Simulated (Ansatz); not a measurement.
LiPb, DFT, LDA, all-electron LAPW, scalar-relativistic (Ansatz 0.2.0), run on 1 thread of Arm Neoverse V2 on a shared host.

The cell is COD entry 1522614, as deposited and not checked against the literature; nothing was relaxed. It is an old determination, and later ones may differ. The listed cell was then made from it by scaling, straining or moving an atom.

Command: `ansatz run input.yaml --threads 1 --pin off --max-ram 3072MiB --backend cpu --events-out ev --progress --plain --runs-dir out`

```yaml
crystal:
  lattice:
    - [3.522, -0.01761, -0.01761]
    - [-0.01761, 3.522, -0.01761]
    - [-0.01761, -0.01761, 3.522]
  atoms:
    - { symbol: Li, position: [0.5, 0.5, 0.5] }
    - { symbol: Pb, position: [0.0, 0.0, 0.0] }
kpoints:
  mp_grid: { grid: [10, 10, 10] }
  band_path:
    path:
      - [0.0, 0.0, 0.0]
      - [0.5, 0.0, 0.0]
      - [0.5, -0.5, 0.5]
      - [0.4901240068, -0.5098759932, 0.4901240068]
      - [0.4901240068, 0.4901240068, 0.4901240068]
      - [0.0, 0.0, 0.0]
      - [0.5, -0.5, 0.0]
    npoints: 5
scf:
  occupations: { method: fermi_dirac, width: 0.03 }
hamiltonian:
  xc: lda
  pseudopotentials: { kind: all_electron, lapw: { basis_error: 0.0005 } }
output:
  forces: true
  stress: true
  eigenvalues: true
```

Problem. How large is the problem that the program sets up?

Solution. 116 irreducible k-points, 203 plane waves at Γ, 24 bands.

Problem. About how long does it take, and how much memory does it use?

Solution. 20 s of wall time for 8 SCF iterations, with a peak of 0.4 GiB. Times on shared machines scatter by tens of per cent.
